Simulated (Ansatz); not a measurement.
Sn:
```
Sn
1.0
   -2.93932     2.93932     1.57459
    2.93932    -2.93932     1.57459
    2.93932     2.93932    -1.57459
Sn
2
Direct
  0.75000   0.25000   0.50000
  0.00000   0.00000   0.00000
```

Relaxed with PBE+D3(BJ). Special points in fractions of this cell's reciprocal vectors: Γ (0.000, 0.000, 0.000); X (0.000, 0.000, 0.500); M (-0.500, 0.500, 0.500); Z (0.322, 0.322, -0.322); Z0 (-0.322, 0.678, 0.322); P (0.250, 0.250, 0.250); N (0.000, 0.500, 0.000).

Problem. List the band energies nearest the Fermi level at these points for the program Ansatz at the PBE+D3(BJ) level (PAW).

Solution. In eV from the Fermi level; about four levels below and three above (degenerate sets whole), none deeper than 8.9 eV; points with the same levels are listed once.

```json
[
 {"k": "Γ", "below": "-3.82 -2.04 -2.04", "above": "2.91 6.06 6.06"},
 {"k": "X", "below": "–", "above": "0.50 0.50 1.43 1.43"},
 {"k": "M", "below": "-7.63 -7.63 -4.82 -4.82", "above": "5.33 5.33 9.13 9.13"},
 {"k": "Z", "below": "-5.56 -3.09 -2.83 -2.83", "above": "2.93 5.50 5.50"},
 {"k": "P", "below": "-5.88 -5.88 -3.54 -3.54", "above": "3.52 3.52 3.92 3.92"},
 {"k": "N", "below": "-5.34 -2.35 -1.77 -1.07", "above": "2.26 2.82 4.63"}
]
```

Space group I4_1/amd (β-Sn type). The cell was relaxed with PBE+D3(BJ) under the symmetry of its start. The pairwise dispersion correction was not fitted to metals. Spin–orbit coupling is left out wherever it is not named.

Potentials: the earlier of the program's two PAW sets.
